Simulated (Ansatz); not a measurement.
Given:

Starting cell, MgTl (CsCl type):

```
CELL_PARAMETERS angstrom
      7.12858     0.00000     0.00000
      3.56429     3.56429     0.00000
      0.00000     0.00000     3.56429
ATOMIC_POSITIONS crystal
  Mg 0.00000 0.00000 0.00000
  Mg 0.50000 0.00000 0.00000
  Tl 0.00000 0.50000 0.50000
  Tl 0.50000 0.50000 0.50000
```

The atoms are displaced by Q × the pattern below (from a DFPT mode at M = (0.5, 0.5, 0.0), largest move 1; Q in Å), at fixed cell. (q is in reciprocal vectors of the primitive cell; the cell shown is doubled to hold the pattern.)

```csv
atom,x,y,z
Mg1,0.000,0.000,-1.000
Mg2,0.000,0.000,1.000
```

Atoms not listed stay in place.

Computed with LDA (plane waves to 420 eV, PAW, scalar-relativistic; Ansatz, a first-principles code). k mesh 13×13×13 (Γ-centred), Fermi-Dirac smearing 0.05 eV. The energy includes the smearing's −TS. With partly filled bands, energies and forces of such displacements shift with the k mesh and the smearing. MgTl was relaxed with its symmetry unable to fall. Spin-orbit coupling is left out, though Tl is heavy. ΔE is measured from the undisplaced structure.

The scan covers Q from -0.100 to 0.100 Å in 13 points.

**Question.** Which space group does the distorted structure have?

**Answer.** P4/nmm (No. 129), lowered from Pm-3m.

**Question.** What is the energy change at Q = 0.100 Å?

**Answer.** 18.0 meV/cell.

**Question.** What harmonic wavenumber does the curvature at Q = 0 give?

**Answer.** 142 cm⁻¹.

(A displaced cell: forces are minus the slopes of the energy, force constants its curvatures, and phonons follow from these.)
